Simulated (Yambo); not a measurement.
Yambo run on K2LiAlF6 (space group Fm-3m, No. 225). The wavefunctions are PBEsol (pw.x of Quantum ESPRESSO, ONCV potentials, no spin-orbit coupling) ones on a 2×2×2 mesh (33 occupied bands); a = 5.6418 Å, b = 5.6418 Å, c = 5.6418 Å, α = 60.00°, β = 60.00°, γ = 60.00°.

Yambo input:

```
rim_cut
gw0
dyson
el_el_corr
HF_and_locXC
ppa
em1d
RandQpts= 1000000
RandGvec= 1 Ry
EXXRLvcs= 84 Ry
VXCRLvcs= 336 Ry
Chimod= "HARTREE"
% BndsRnXp
 2 | 191 |
%
NGsBlkXp= 7 Ry
% LongDrXp
 1.0 | 1.0 | 1.0 |
%
PPAPntXp= 27.2114 eV
% GbndRnge
 1 | 80 |
%
GTermKind= "BG"
DysSolver= "n"
ExtendOut
% QPkrange
 1 | 1 | 33 | 34 |
%
```

k points by index: 1 = Γ.

The o-*.qp file then holds:

```
#    K-point    Band    Eo [eV]    E [eV]    E-Eo [eV]    Vxc [eV]    Vnlxc [eV]    Sc|Eo [eV]    Sc|E [eV]    dSc/dw|Eo [eV]    Re(Z)    Im(Z)
#
    1    33    0.000000    -2.674354    -2.674354    -22.80057    -30.69640    4.674453    5.221480    -5.565687    0.830194    -0.001040
    1    34    7.323814    8.902033    1.578219    -10.63245    -5.910507    -2.967132    -3.143723    -3.044640    0.899370    -0.564012E-3
```
(The two width columns are left out.) Convergence of these settings isn't established.

Geometry of the Materials Project entry, not relaxed at this level.
